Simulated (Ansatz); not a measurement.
One input, then a changed one: KZn (CsCl type)

First run: DFT, PBE, PAW with Ansatz's default frozen-core files, scalar-relativistic (Ansatz 0.2.0).

Command: `ansatz run input.yaml --threads 1 --pin off --max-ram 2048MiB --backend cpu --events-out ev --progress --plain --runs-dir out` It took 16 s on 1 thread of Arm Neoverse V2 (shared host), peak memory 0.37 GiB.

```yaml
crystal:
  lattice:
    - [4.3563395476, 0.0, 0.0]
    - [0.0, 4.3563395476, 0.0]
    - [0.0, 0.0, 4.3563395476]
  atoms:
    - { symbol: K, position: [0.0, 0.0, 0.0] }
    - { symbol: Zn, position: [0.5, 0.5, 0.5] }
kpoints:
  mp_grid: { grid: [10, 10, 10] }
scf:
  occupations: { method: fermi_dirac, width: 0.05 }
hamiltonian:
  xc: pbe
  pseudopotentials: { kind: paw }
output:
  forces: true
  stress: true
relax:
  f_tol: 0.005
  max_steps: 50
  cell: {}
```

The start is a guessed cell of a prototype that needn't be stable.

This run: cell and atoms relaxed.

It converges in 33 SCF iterations over all geometries at a pressure of -0.03 GPa, ending at 37.27 Å³/atom, cutoff 420 eV.

The input is then changed:

```diff
   xc: pbe
-  pseudopotentials: { kind: paw }
+  pseudopotentials: { kind: paw_fr }
 output:
   cell: {}
+magnetization:
+  noncollinear: true
+  spin_orbit: true
```

Problem. Predict the outcome of the changed run.

Solution. It converges in 35 SCF iterations over all geometries at a pressure of -0.03 GPa, ending at 37.26 Å³/atom, cutoff 420 eV. More than one line changes, and not each need have an effect.
